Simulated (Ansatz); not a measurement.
MgCu2:
```
CELL_PARAMETERS angstrom
      0.00000     3.46779     3.46779
      3.46779     0.00000     3.46779
      3.46779     3.46779     0.00000
ATOMIC_POSITIONS crystal
  Mg 0.50000 0.50000 0.50000
  Mg 0.75000 0.75000 0.75000
  Cu 0.12500 0.62500 0.12500
  Cu 0.12500 0.12500 0.12500
  Cu 0.62500 0.12500 0.12500
  Cu 0.12500 0.12500 0.62500
```

Relaxed with PBEsol. Special points in fractions of this cell's reciprocal vectors: Γ (0.000, 0.000, 0.000); X (0.500, 0.000, 0.500); U (0.625, 0.250, 0.625); K (0.375, 0.375, 0.750); L (0.500, 0.500, 0.500); W (0.500, 0.250, 0.750).

Question: List the band energies nearest the Fermi level at these points for plane-wave PAW PBEsol (Ansatz code).

Answer: In eV from the Fermi level; about four levels below and three above (degenerate sets whole), none deeper than 8.9 eV; points with the same levels are listed once.

| k | below | above |
|---|---|---|
| Γ | -1.51 -1.51 -1.51 -0.16 | 0.04 0.04 0.04 |
| X | -0.66 -0.66 -0.42 -0.42 | 7.01 7.01 7.86 7.86 |
| U | -2.08 -1.73 -0.45 -0.27 | 2.22 4.69 5.20 |
| L | -2.25 -2.25 -1.51 -0.05 | 0.39 0.39 1.60 1.60 |
| W | -2.05 -2.05 -1.64 -1.64 | 2.02 2.02 3.42 3.42 |

Space group Fd-3m (cubic Laves (MgCu2 type)). The first step of the workflow began from a Materials Project structure, measured or hypothetical; the Crystallography Open Database files this formula in space group No. 227, but the cells were not matched. Its standing as an ambient phase is unchecked. The PBEsol relaxation kept the symmetry of its start; of distortions, only those at the zone centre were tested. The run is not spin-polarised.

Potentials: the later of the program's two PAW sets.
